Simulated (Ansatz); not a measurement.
Co3W in space group P6_3/mmc (No. 194; Co on 6h, W on 2c), plane-wave PAW PBEsol (Ansatz code), all energies at zero smearing, with the estimated change up to a 700 eV cutoff added, with one set of potentials and settings (totals compare only within such a set). Cell of 8 atoms (6 Co, 2 W): -51072.203 eV.

| element | reference phase | E (eV/atom) |
|---|---|---|
| Co | P6_3/mmc, 2 atoms in the cell, spin-polarised | -5092.9959 |
| W | Im-3m, 1 atoms in the cell | -10256.5620 |

Formation energy per atom, worked out: (-51072.203 − 6×(-5092.9959) − 2×(-10256.5620))/8 = -0.138 eV/atom (-13 kJ per mol of atoms), at 0 K, without zero-point energy or fitted corrections.

The workflow started from a Materials Project entry (that database holds measured and hypothetical structures alike); the Crystallography Open Database files this formula in space group No. 194, but the cells were not matched. Its standing as an ambient phase is unchecked. Symmetry was held in the PBEsol relaxation, as lowered by the spin order; whether a distortion lowers the energy is not shown. Spin order of the final state: ferrimagnetic, the only order run, not a proven ground state. The references are the lowest solids computed at this level, not always the standard phases. Scalar-relativistic: spin–orbit coupling is off unless named, which matters more the heavier the elements.

Potentials: the later of the program's two PAW sets.
